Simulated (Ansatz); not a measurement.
LaB6:
```
LaB6
1.0
    4.15500     0.00000     0.00000
    0.00000     4.15500     0.00000
    0.00000     0.00000     4.15500
La B
1 6
Direct
  0.00000   0.00000   0.00000
  0.19982   0.50000   0.50000
  0.50000   0.19982   0.50000
  0.80018   0.50000   0.50000
  0.50000   0.80018   0.50000
  0.50000   0.50000   0.19982
  0.50000   0.50000   0.80018
```

Relaxed with PBE.

**Question.** Give the Bader charges and basin volumes of the independent atoms, DFT-PBE in the program Ansatz with PAW potentials.

**Answer.** 

```csv
atom,Bader charge (e),Bader volume (Å³)
La1,+1.69,19.9
B2,-0.28,8.6
```

Space group Pm-3m. Symmetry was held in the PBE relaxation. Scalar-relativistic: spin–orbit coupling is off unless named, which matters more the heavier the elements.

Potentials: the later of the program's two PAW sets.
